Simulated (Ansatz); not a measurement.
Data:

Relaxed ZnS (wurtzite):

```
CELL_PARAMETERS angstrom
      3.80610     0.00000     0.00000
     -1.90305     3.29618     0.00000
      0.00000     0.00000     6.24474
ATOMIC_POSITIONS crystal
  Zn 0.66667 0.33333 0.99975
  Zn 0.33333 0.66667 0.49975
  S  0.66667 0.33333 0.62545
  S  0.33333 0.66667 0.12545
```

In each cell atom 1 (Zn, nearest neighbour S at 2.333 Å; its periodic images, 3.8 Å or more away, move with it) moves by s·(0.000, 0.000, 1.000) (along Cartesian z), the rest being held.

The numbers are results of r2SCAN (plane waves to 500 eV, PAW, scalar-relativistic; Ansatz, an electronic-structure program), not measurements. k mesh 8×8×5 (Γ-centred), Fermi-Dirac smearing 0.05 eV. Energies are smeared free energies. Left out: 1 of 11 points, with atoms too close for the PAW data. ZnS was relaxed with its symmetry unable to fall. ΔE is measured from the undisplaced structure.

The scan covers s from -0.560 to 0.700 Å in 10 points.

Q: Is the energy the same for displacements of ±0.560 Å, and if not, which side lies higher?

A: Not even: the negative side lies higher at ±0.560 Å. With its periodic images moving along, the atom's site symmetry in this cell is 3m..

Q: What force acts on the atom along the line at s = -0.560 Å?

A: 14.0 eV/Å.

Q: What is the energy change at s = 0.700 Å?

A: 722 meV/cell.

Q: What is the force constant k = d²E/ds² of this move at s = 0?

A: 7.73 eV/Å².

(A displaced cell: forces are minus the slopes of the energy, force constants its curvatures, and phonons follow from these.)
